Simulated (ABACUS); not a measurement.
Small calculations from the output for ZnSe (F-43m, 2 atoms in the cell; from Materials Project mp-1190, lattice scaled a little)

```yaml
crystal:
  lattice:
    - [0.00000, 2.87465, 2.87465]
    - [2.87465, 0.00000, 2.87465]
    - [2.87465, 2.87465, 0.00000]
  atoms:
    - { symbol: Zn, position: [0.00000, 0.00000, 0.00000] }
    - { symbol: Se, position: [0.75000, 0.75000, 0.75000] }
```

Method: PBE, PseudoDojo 0.5 standard norm-conserving PBE (tails mended) pseudopotentials (plane waves; ABACUS).

Main settings: KPT = MP 7 7 7 0 0 0; basis_type = pw; ecutwfc = 86 Ry; smearing_method = gaussian; smearing_sigma = 0.000734986 Ry; potentials = PseudoDojo 0.5 standard norm-conserving PBE (tails mended); symmetry = 1; symmetry_prec = 1e-05.

The structure comes from a collection of computed structures, made at another level of theory; the collection holds predicted forms beside known ones. Its lattice was then scaled.

The cell holds 320.6 bohr³ and the plane-wave cutoff is 86.0 Ry.

Question: How many plane waves does a k-point need, and how does the count grow with the cutoff?

Answer: In Rydberg units |k + G|² ≤ E, a sphere of radius √86.0 = 9.274 bohr⁻¹. Each G takes (2π)³/V of reciprocal space, so N = V E^(3/2)/(6π²) = 320.6 × 797.5/59.218 = 4318. The program's largest count at a k-point is 4345; single k-points scatter about the estimate. The count grows as E^(3/2): 20 % more cutoff means 31 % more plane waves.

A band-structure run on this density gave a gap of 1.12 eV along the path. From the bottom of the conduction band at Γ toward X, the level moves away from the edge by 0.3889 eV at Δk = 0.1093 Å⁻¹ and by 1.0694 eV at Δk = 0.2186 Å⁻¹. From the top of the valence band at Γ toward X, the level moves away from the edge by 0.0695 eV at Δk = 0.1093 Å⁻¹ and by 0.2608 eV at Δk = 0.2186 Å⁻¹.

Question: Estimate the effective masses, and the wavelength of a photon at the gap.

Answer: For a parabola ΔE = ħ²Δk²/(2m*), with ħ²/(2mₑ) = 3.810 eV Å², so m*/mₑ = 3.810 Δk²/ΔE. At the bottom of the conduction band: 3.810 × 0.1093²/0.3889 = 0.12 from the nearer point and 0.17 from the farther. At the top of the valence band: 3.810 × 0.1093²/0.0695 = 0.65 from the nearer point and 0.70 from the farther. Where the two differ the band is not parabolic over this range, and the mass at the edge lies beyond the nearer value. These are masses along one direction, for the outermost band, at this level of theory and without spin-orbit coupling. The gap corresponds to λ = 1239.8 nm eV/1.12 eV = 1107 nm; semi-local functionals usually give gaps below the measured ones.

“Tails mended”: in these copies of the files the far tail of each local potential was reset to the Coulomb form.
